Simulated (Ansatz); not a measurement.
BP:
```
CELL_PARAMETERS angstrom
      3.27650     0.00000     0.00000
     -1.63825     2.83753     0.00000
      0.00000     0.00000     7.00477
ATOMIC_POSITIONS crystal
  B  0.00000 0.50000 0.33333
  B  0.50000 0.50000 0.66667
  B  0.50000 0.00000 0.00000
  P  0.00000 0.50000 0.83333
  P  0.50000 0.50000 0.16667
  P  0.50000 0.00000 0.50000
```

Relaxed with r²SCAN.

Task: Give the Bader charges and basin volumes of the independent atoms, r²SCAN (plane waves, PAW; program Ansatz).

Result: 

| atom | Bader charge (e) | Bader volume (Å³) |
|---|---|---|
| B1 | +0.48 | 6.7 |
| P4 | -0.48 | 15.0 |

Space group P6_422. The start of the workflow was typed in or built on a structure type; neither database checked (COD, Materials Project) lists it. It is not the phase usual at ambient conditions (space group No. 216). The cell was relaxed with r²SCAN under the symmetry of its start; whether a distortion lowers the energy is not shown.

Potentials: the earlier of the program's two PAW sets.
